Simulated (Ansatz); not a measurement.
GaP: computed property card

GaP:
```yaml
crystal:
  lattice:
    - [6.65562, 0.00000, 0.00000]
    - [0.00000, 6.65562, 0.00000]
    - [0.00000, 0.00000, 3.85899]
  atoms:
    - { symbol: Ga, position: [0.32426, 0.67574, 0.00000] }
    - { symbol: Ga, position: [0.67574, 0.32426, 0.00000] }
    - { symbol: Ga, position: [0.82426, 0.82426, 0.50000] }
    - { symbol: Ga, position: [0.17574, 0.17574, 0.50000] }
    - { symbol: P, position: [0.31683, 0.31683, 0.00000] }
    - { symbol: P, position: [0.68317, 0.68317, 0.00000] }
    - { symbol: P, position: [0.18317, 0.81683, 0.50000] }
    - { symbol: P, position: [0.81683, 0.18317, 0.50000] }
```

Space group P4_2/mnm (No. 136); conventional cell a = 6.656 Å, b = 6.656 Å, c = 3.859 Å, α = 90.00°, β = 90.00°, γ = 90.00°.

Method: plane-wave PAW r²SCAN (Ansatz code). Structure relaxed to zero pressure with the same functional. Other levels are named where they apply.

### Cell and energy

```json
{
 "volume_per_atom": "21.37 Å³",
 "density": "3.91 g/cm³",
 "Formation energy from the elements (no fitted shifts)": "-0.44 eV/atom"
}
```

### Electronic structure

```json
{
  "band_gap": "1.43 eV (indirect)",
  "valence_band_maximum": "on the M–Γ line, 94 % of the way from M",
  "conduction_band_minimum": "at A",
  "smallest_direct_gap_on_the_standard_path": "1.65 eV",
  "hole_effective_mass": "0.21, 0.96, 2.6 mₑ (principal values)",
  "Hole effective mass with spin–orbit coupling": "0.23, 0.25, 0.96 mₑ (principal values)",
  "HSE06 gap on the r²SCAN cell": "1.86 eV",
  "Gap with spin–orbit coupling": "1.41 eV"
}
```

### Mechanics

```json
{
 "Bulk modulus (Birch–Murnaghan fit)": "79.9 GPa",
 "Pressure derivative B′": "4.3",
 "Elastic constants (relaxed ions, GPa)": "C11 = 120, C12 = 63.6, C13 = 46.5, C33 = 175, C44 = 44.6, C66 = 36.2",
 "mechanical_stability": "stable (all eigenvalues of C positive)",
 "hill_bulk_and_shear_moduli": "80.4 and 41.0 GPa",
 "Young's modulus": "105 GPa",
 "Poisson's ratio": "0.28",
 "debye_temperature_from_the_elastic_constants": "387 K"
}
```

### Charges

```json
{
  "bader_charges": "Ga +0.93, P -0.93 e"
}
```

The start of the workflow was typed in or built on a structure type; neither database checked (COD, Materials Project) lists it. It is not the phase usual at ambient conditions (space group No. 216). The cell was relaxed with r²SCAN under the symmetry of its start; its stability against distortions is not shown here. The volume moved by 17 % from the start of the relaxation. The references are the lowest solids computed at this level, not always the standard phases. Scalar-relativistic: spin–orbit coupling is off unless named, which matters more the heavier the elements.

Potentials: the earlier of the program's two PAW sets. The files were generated under PBE; for other functionals the program regenerates the frozen cores, and for LDA and PBEsol the local potential too.
